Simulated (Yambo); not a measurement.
A G0W0@LDA run in Yambo for CsCdF$_{3}$ (cubic perovskite, space group Pm-3m, No. 221) (4×4×4 Γ-centred k mesh, bands 5 to 139 and a 7 Ry block in the screening, 139 bands in G with the Bruneval-Gonze terminator, plasmon pole fitted at 27.2 eV) gives these matrix elements, in eV, at the band edges (R → Γ):

```json
[
 {"state": "valence edge", "E0": "0.000", "<Vxc>": "-25.211", "<Σx>": "-32.034", "<Σc(E0)>": "4.714", "Z": "0.806"},
 {"state": "conduction edge", "E0": "3.082", "<Vxc>": "-12.790", "<Σx>": "-7.612", "<Σc(E0)>": "-3.364", "Z": "0.865"}
]
```

Question: Solve the linearised quasiparticle equation for both states, give the gap, and say how exchange and correlation each act on it.

Answer: E = E0 + Z(Σx + Σc − Vxc). Valence: 0.000 + 0.806 × (-32.034 + (4.714) − (-25.211)) = -1.70 eV. Conduction: 3.082 + 0.865 × (-7.612 + (-3.364) − (-12.790)) = 4.65 eV. The gap is 6.35 eV, against 3.08 eV in LDA. Replacing Vxc by bare exchange alone would open it by 12.00 eV; correlation takes back 8.08 eV of that, and Z scales what is left. Convergence of the G0W0 settings was not tested. Spin-orbit splittings are left out. The cell is held in this high symmetry; tilts and polar distortions were not searched.

Geometry of the Materials Project entry, not relaxed at this level; primitive cell a = b = c = 4.4868 Å, α = β = γ = 90.00°.

The structure is a Materials Project entry; no match was found in the copy of COD used, and its stability was not checked.
